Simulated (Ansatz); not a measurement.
Density of states of a Al6TlInBiB2N9 cell (elements on a zinc blende lattice, relaxed), per eV and atom, broadened by Gaussian smearing of width 0.1 eV and averaged over bins of 0.2 eV, from 8 eV under the Fermi level at most up to where the solved bands end.

The calculation used DFT PBEsol, scalar-relativistic, plane waves, PAW in Ansatz 0.2.0.

Plane waves to 420 eV, a k mesh through Γ of 7×6×4 on the computed 20-atom cell and Gaussian smearing (0.10 eV); no spin polarisation.

```yaml
crystal:
  lattice:
    - [2.33815, 2.32408, 4.40181]
    - [-2.25397, -2.34903, 4.37223]
    - [6.89201, -4.66209, 2.26906]
  atoms:
    - { symbol: B, position: [0.61802, 0.00216, 0.79484] }
    - { symbol: B, position: [0.29231, 0.52357, 0.44327] }
    - { symbol: N, position: [0.62595, 0.87748, 0.62458] }
    - { symbol: N, position: [0.54785, 0.32036, 0.77803] }
    - { symbol: N, position: [0.89935, 0.91162, 0.82792] }
    - { symbol: N, position: [0.40151, 0.88292, 0.94997] }
    - { symbol: N, position: [0.75997, 0.87483, 0.20745] }
    - { symbol: N, position: [0.60458, 0.40721, 0.42611] }
    - { symbol: N, position: [0.19171, 0.81367, 0.38807] }
    - { symbol: N, position: [0.08570, 0.43349, 0.58243] }
    - { symbol: N, position: [0.85435, 0.36903, 0.01182] }
    - { symbol: Al, position: [0.98089, 0.00631, 0.00598] }
    - { symbol: Al, position: [0.41721, 0.91361, 0.17609] }
    - { symbol: Al, position: [0.80066, 0.99404, 0.40538] }
    - { symbol: Al, position: [0.72082, 0.50722, 0.59307] }
    - { symbol: Al, position: [0.55347, 0.51464, 0.94263] }
    - { symbol: Al, position: [0.79220, 0.51467, 0.21654] }
    - { symbol: In, position: [0.12789, 0.50666, 0.81025] }
    - { symbol: Tl, position: [0.20996, 0.01006, 0.59965] }
    - { symbol: Bi, position: [0.26002, 0.38146, 0.21282] }
```

```csv
E − E_F (eV),total,N 2p,Al 3p,Bi 6p,Al 3s
-7.95,0.232,0.119,0.019,0.006,0.018
-7.75,0.267,0.136,0.024,0.008,0.024
-7.55,0.349,0.182,0.032,0.010,0.034
-7.35,0.294,0.156,0.028,0.008,0.030
-7.15,0.309,0.166,0.029,0.009,0.033
-6.95,0.394,0.215,0.035,0.014,0.045
-6.75,0.424,0.234,0.036,0.016,0.048
-6.55,0.401,0.225,0.036,0.016,0.043
-6.35,0.348,0.199,0.031,0.012,0.031
-6.15,0.317,0.186,0.032,0.011,0.020
-5.95,0.373,0.224,0.039,0.011,0.019
-5.75,0.422,0.260,0.046,0.010,0.020
-5.55,0.431,0.271,0.046,0.011,0.020
-5.35,0.487,0.310,0.051,0.015,0.023
-5.15,0.464,0.299,0.048,0.014,0.022
-4.95,0.392,0.259,0.041,0.010,0.017
-4.75,0.443,0.297,0.047,0.011,0.018
-4.55,0.452,0.309,0.049,0.012,0.017
-4.35,0.449,0.314,0.048,0.011,0.015
-4.15,0.461,0.329,0.049,0.011,0.015
-3.95,0.495,0.362,0.056,0.010,0.013
-3.75,0.627,0.470,0.069,0.010,0.014
-3.55,0.586,0.450,0.059,0.010,0.010
-3.35,0.462,0.360,0.043,0.008,0.008
-3.15,0.504,0.398,0.043,0.009,0.009
-2.95,0.533,0.426,0.039,0.010,0.008
-2.75,0.480,0.394,0.030,0.007,0.005
-2.55,0.481,0.396,0.023,0.008,0.004
-2.35,0.399,0.327,0.015,0.007,0.003
-2.15,0.224,0.184,0.007,0.005,0.002
-1.95,0.034,0.029,0.001,0.001,0.000
-1.75,0.019,0.007,0.002,0.007,0.000
-1.55,0.270,0.101,0.034,0.098,0.005
-1.35,0.310,0.122,0.039,0.108,0.005
-1.15,0.159,0.058,0.022,0.057,0.003
-0.95,0.222,0.084,0.022,0.072,0.004
-0.75,0.288,0.110,0.027,0.094,0.004
-0.55,0.100,0.036,0.013,0.038,0.002
-0.35,0.092,0.033,0.013,0.038,0.001
-0.15,0.038,0.013,0.005,0.015,0.001
0.05,0.007,0.002,0.001,0.002,0.000
0.25,0.015,0.004,0.003,0.001,0.002
0.45,0.032,0.009,0.007,0.001,0.003
0.65,0.057,0.016,0.013,0.002,0.004
0.85,0.103,0.031,0.026,0.002,0.004
1.05,0.258,0.089,0.052,0.005,0.007
1.25,0.216,0.076,0.041,0.004,0.006
1.45,0.217,0.064,0.052,0.005,0.009
1.65,0.188,0.047,0.046,0.005,0.009
1.85,0.205,0.046,0.046,0.006,0.010
2.05,0.195,0.044,0.043,0.005,0.009
2.25,0.230,0.050,0.056,0.005,0.014
2.45,0.214,0.039,0.062,0.005,0.015
2.65,0.287,0.051,0.087,0.005,0.022
2.85,0.295,0.052,0.089,0.006,0.024
3.05,0.383,0.069,0.111,0.010,0.033
3.25,0.320,0.059,0.089,0.007,0.031
3.45,0.324,0.062,0.088,0.007,0.031
3.65,0.323,0.061,0.090,0.007,0.031
```

The columns after the total are the largest Löwdin projections on the valence shells of the potentials, so they needn't add up, and the weight of a shell that a potential lacks goes to other orbitals. The cell has no gap on the mesh.

Spin-orbit coupling is left out, which matters for the bands of heavy elements.

Cost: 2 runs of about 7.4 core-minutes in all (earlier runs that led there not counted), on Arm Neoverse V2 (shared hosts).